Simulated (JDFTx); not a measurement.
Be(0001) slab cut from bulk Be (space group P6_3/mmc, indices of the conventional cell, lattice of the Materials Project entry mp-87, not re-optimised): 6 atoms in 6 planes, a 1x1 cell of 4.44 Å² (|a| = 2.265, |b| = 2.265 Å), 9.1 Å between the outermost planes, cell height 24.9 Å, 10×10×1 k mesh, Fermi smearing 0.01 Ha, no spin polarisation.

Computed with JDFTx (a modified build): PBE, GBRV ultrasoft potentials, plane waves to 20/100 Ha. Liquid: CANDLE, acetonitrile, 1 M KCl. Between zero charge and 0.62 V from it the run gives σ = 6.4 μC/cm², a mean capacitance of 10.3 μF/cm². The liquid has ε = 38.8, a 1:1 salt at 1 M with linear (Debye) response, and T = 298 K.

Worked example: the Debye length, the diffuse-layer capacitance, and the inner capacitance that is left when the two stand in series.

Each ion has density c = 1 × 6.022×10⁻⁴ = 6.022e-04 Å⁻³. λ² = ε kT / (8π (e²/4πε₀) c) with kT = 0.02568 eV and e²/4πε₀ = 14.40 eV Å gives λ = 2.14 Å; the log prints 2.14 Å. C_diffuse = ε₀ε/λ = 161 μF/cm². Then 1/C_inner = 1/10.3 − 1/161, so C_inner = 11.0 μF/cm², which equals a vacuum gap of ε₀/C_inner = 0.80 Å. The diffuse layer takes 6 % of the potential drop; the rest lies between the electrode's charge and the onset of the dielectric, with the electrode's own (quantum) capacitance in it. The split is a model: in the calculation solvent and ions share one smooth cavity.
